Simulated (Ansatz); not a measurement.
A sound run on ZnNi (P4/mmm), parallel moments (DFT, r2SCAN, PAW with Ansatz's default frozen-core files, scalar-relativistic (Ansatz)):

```yaml
crystal:
  lattice:
    - [2.7541809127, 0.0, 0.0]
    - [0.0, 2.7541809127, 0.0]
    - [0.0, 0.0, 6.428]
  atoms:
    - { symbol: Zn, position: [0.5, 0.5, 0.25] }
    - { symbol: Zn, position: [0.5, 0.5, 0.75] }
    - { symbol: Ni, position: [0.0, 0.0, 0.0], spin: 1.5 }
    - { symbol: Ni, position: [0.0, 0.0, 0.5], spin: 1.5 }
magnetization:
  spin_polarized: true
kpoints:
  mp_grid: { grid: [11, 11, 5] }
scf:
  occupations: { method: fermi_dirac, width: 0.05 }
  lower_state_search: "off"
hamiltonian:
  xc: r2scan
  pseudopotentials: { kind: paw }
output:
  forces: true
  stress: true
  eigenvalues: true
  populations: true
  write_density: true
  write_potential: true
  elf: true
  volumetric_format: npy
```

It converged in 25 iterations. The moments died out: the run ends unmagnetised. Pressure -7.88 GPa.

The input is then changed, output keys apart:

```diff
+  symmetry: { detect: false }
-  mp_grid: { grid: [11, 11, 5] }
+  mp_grid: { grid: [9, 9, 4] }
+  hubbard: { sites: [{ species: Ni, l: d, u_eff: 2.0 }], double_counting: fll }
```

Question: What happens?

Answer: Self-consistency was reached. Free energy -18341.2464 eV against -18342.8693 eV (not comparable, since the functional, the files or the filling changed), cell moment 0.00 μB, pressure -8.55 GPa. These settings were drawn wide on purpose, so the numbers show their effect and aren't offered as converged values.
```
Zn: projections on atomic orbitals take those of the free atom [Ar] 3d10 4s2, of charge +0.00 (hamiltonian.pseudopotentials.projection_atoms); the dataset's partial waves leave at most 6.8e-7 of an orbital's norm unspanned inside its sphere
Ni: projections on atomic orbitals take those of the free atom [Ne] 3s2 3p6 3d8 4s2, of charge +0.00 (hamiltonian.pseudopotentials.projection_atoms); the dataset's partial waves leave at most 1.6e-6 of an orbital's norm unspanned inside its sphere
Engine: ansatz 0.2.0
Pseudopotentials: kind: paw
Pseudopotential: Zn, paw, valence charge 12, recommended cutoff 500 eV (meta_gga), Zn.paw.azcp
Pseudopotential: Ni, paw, valence charge 18, recommended cutoff 500 eV (meta_gga), Ni.paw.azcp
Functional definition: r2SCAN
  parameter k0 = 0.174
  parameter k1 = 0.065
  parameter a1 = 4.9479
  exchange = r2scan_x(k0 = k0, k1 = k1, a1 = a1)
  correlation = r2scan_c
Crystal: 4 atoms, lattice volume = 48.760 Å³
Basis set: ecut = 500 eV, 1239 PW (Γ), exchange–correlation on 96×96×192 points (64 copies of the dense FFT grid, shifted against one another)
Bands: 38, of which v1, the nominal top of the filled ones, is band 30 counted from 1 (29 counted from 0)
Symmetry: 1 space group operations
[...]
       -0.000000      -8.514998      -0.000000
        0.000000      -0.000000      -8.611299
  P = ⅓ Tr σ = -8.5471 GPa (-85.471 kbar)
--- Band table (eV; the first three rows and the last of 326) ---
  k-point 0 ↑: bands = ["-91.3280", "-91.3279", "-50.2895", "-50.2830", "-50.2601", "-50.2601", "-50.2598", "-50.2598", "4.2436", "6.3956", "6.6273", "6.7060", "6.7829", "7.4580", "7.4580", "7.4825", "7.4825", "7.6326", "7.6699", "8.4044", "8.7845", "11.8657", "11.9998", "12.0541", "12.7745", "12.7745", "13.2736", "13.2736", "13.3376", "13.3843", "13.4711", "18.6988", "24.2924", "24.2924", "24.745 …
  k-point 1 ↑: bands = ["-91.3280", "-91.3279", "-50.2885", "-50.2839", "-50.2601", "-50.2601", "-50.2598", "-50.2598", "4.4865", "6.0544", "6.6495", "6.7544", "6.7595", "7.3315", "7.4615", "7.4615", "7.4788", "7.4788", "7.6380", "7.6644", "10.3280", "11.8861", "11.9783", "11.9809", "12.8422", "12.8422", "13.1946", "13.1946", "13.3445", "13.3775", "13.7297", "17.1842", "24.6752", "24.6752", "26.69 …
  k-point 2 ↑: bands = ["-91.3280", "-91.3279", "-50.2862", "-50.2862", "-50.2600", "-50.2600", "-50.2599", "-50.2599", "5.1767", "5.1767", "6.7038", "6.7038", "6.9075", "6.9075", "7.4701", "7.4701", "7.4701", "7.4701", "7.6512", "7.6512", "11.5735", "11.5735", "11.9342", "11.9342", "13.0128", "13.0128", "13.0128", "13.0128", "13.3610", "13.3611", "14.9464", "14.9464", "25.7605", "25.7605", "25.76 …
  k-point 162 ↓: bands = ["-91.3251", "-91.3248", "-50.2991", "-50.2986", "-50.2843", "-50.2800", "-50.2617", "-50.2614", "6.6776", "6.8591", "6.8714", "7.0083", "7.1538", "7.2171", "7.2311", "7.3609", "7.4885", "7.6169", "9.1596", "10.1093", "10.9185", "11.5884", "12.0843", "12.1098", "12.2097", "12.4404", "12.9261", "13.1556", "13.2701", "13.6809", "14.8214", "14.9569", "18.2185", "19.9209", "22 …
Occupation matrices written to <dir>
--- Löwdin populations: 4 sites ---
  site symbol       q [e]    m [muB]
     0     Zn     11.1766     0.0000
     1     Zn     11.1766     0.0000
     2     Ni     18.1878     0.0000
     3     Ni     18.1878     0.0000
  spilling = 0.021187 (of n_electrons = 60.000000)
```
